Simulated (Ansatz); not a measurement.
The relaxed structure here is a generated cell of InSe: the first start was made by a random draw of sites in a space group, and the end was not matched to a known phase here, so it may be hypothetical. Known forms of InSe include space group No. 194.

A relaxed cell of InSe (I4mm (No. 107)), relaxed on a k-mesh at least as fine as the one used below. Calculation: PBE (plane waves to 420 eV, PAW, scalar-relativistic; Ansatz, an electronic-structure program). Γ-centred k-mesh 5×5×3 on the run's cell (coarser than for final values), Fermi–Dirac smearing 0.05 eV.

```yaml
crystal:
  lattice:
    - [-2.59117, 2.59117, 6.59725]
    - [2.59117, -2.59117, 6.59725]
    - [5.18235, 5.18235, -13.19450]
  atoms:
    - { symbol: In, position: [0.33427, 0.33427, 0.00000] }
    - { symbol: In, position: [0.33427, 0.33427, 0.50000] }
    - { symbol: In, position: [0.56903, 0.56903, 0.00000] }
    - { symbol: In, position: [0.56903, 0.56903, 0.50000] }
    - { symbol: In, position: [0.05609, 0.05609, 0.00000] }
    - { symbol: In, position: [0.05609, 0.05609, 0.50000] }
    - { symbol: Se, position: [0.14466, 0.64466, 0.25000] }
    - { symbol: Se, position: [0.14466, 0.64466, 0.75000] }
    - { symbol: Se, position: [0.64466, 0.14466, 0.25000] }
    - { symbol: Se, position: [0.64466, 0.14466, 0.75000] }
    - { symbol: Se, position: [0.86552, 0.86552, 0.00000] }
    - { symbol: Se, position: [0.86552, 0.86552, 0.50000] }
```

Every atom was then displaced, and the forces became (eV/Å):

```tsv
atom	Fx	Fy	Fz
In1	-0.10	0.06	0.04
In2	0.13	0.03	0.03
In3	0.95	-0.03	-0.26
In4	0.87	-0.27	-0.33
In5	-0.65	0.41	-1.66
In6	-0.31	0.09	1.14
Se7	1.23	0.24	0.24
Se8	0.45	0.20	0.15
Se9	-1.43	-0.12	0.37
Se10	-1.15	-0.63	0.33
Se11	0.01	-0.14	1.26
Se12	0.00	0.16	-1.31
```

**Question.** Which atom was moved farthest relative to the others, and in which direction?

**Answer.** Se9, by (0.25, 0.05, -0.02) Å (0.25 Å, mean shift removed); the next is Se11 with 0.19 Å. Its force makes an angle of 167° with its move.

All displacements (Å):

```tsv
atom	ux	uy	uz
In1	-0.082	-0.063	0.024
In2	0.105	0.004	-0.048
In3	-0.130	-0.019	-0.009
In4	0.025	0.029	-0.064
In5	0.074	-0.019	0.113
In6	0.037	-0.079	-0.019
Se7	-0.098	-0.045	-0.036
Se8	-0.004	0.009	-0.054
Se9	0.275	0.032	-0.032
Se10	0.079	0.092	0.021
Se11	0.062	-0.088	-0.185
Se12	0.006	-0.086	0.101
```

**Question.** Estimate the energy cost of the displacement in the harmonic approximation and compare with the calculation.

**Answer.** For a harmonic well ΔE = −½ Σ F·u = 0.709 eV a cell, or 59 meV/atom. The calculated energy relative to the undisplaced cell is +0.06 eV/atom, so the harmonic estimate holds well.

The undisplaced cell is probably no minimum: from this displacement the run went on to P1 (No. 1), 0.19 eV/atom below it.

No spin polarisation in the result. The relaxed primitive cell holds an odd number of electrons. A magnetic state may lie lower.
